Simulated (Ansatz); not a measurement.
LaZn (CsCl type, Pm-3m), the program Ansatz at the r²SCAN level (PAW), all energies at zero smearing, with the estimated change up to a 700 eV cutoff added, with one set of potentials and settings (totals compare only within such a set). Cell of 2 atoms (1 Zn, 1 La): -9591.005 eV.

```
element                reference phase  E (eV/atom)
-------  -----------------------------  -----------
Zn       P6_3/mmc, 2 atoms in the cell   -3325.6729
La       P6_3/mmc, 4 atoms in the cell   -6264.6784
```

Formation energy per atom, worked out: (-9591.005 − 1×(-3325.6729) − 1×(-6264.6784))/2 = -0.327 eV/atom (-32 kJ per mol of atoms), at 0 K, without zero-point energy or fitted corrections.

The workflow started from an entry of the Crystallography Open Database (COD). Whether it is the stable phase at ambient conditions was not checked. The r²SCAN relaxation kept the symmetry of its start; its stability against distortions is not shown here. The references are the lowest solids computed at this level, not always the standard phases. Scalar-relativistic: spin–orbit coupling is off unless named, which matters more the heavier the elements.

Potentials: the later of the program's two PAW sets.
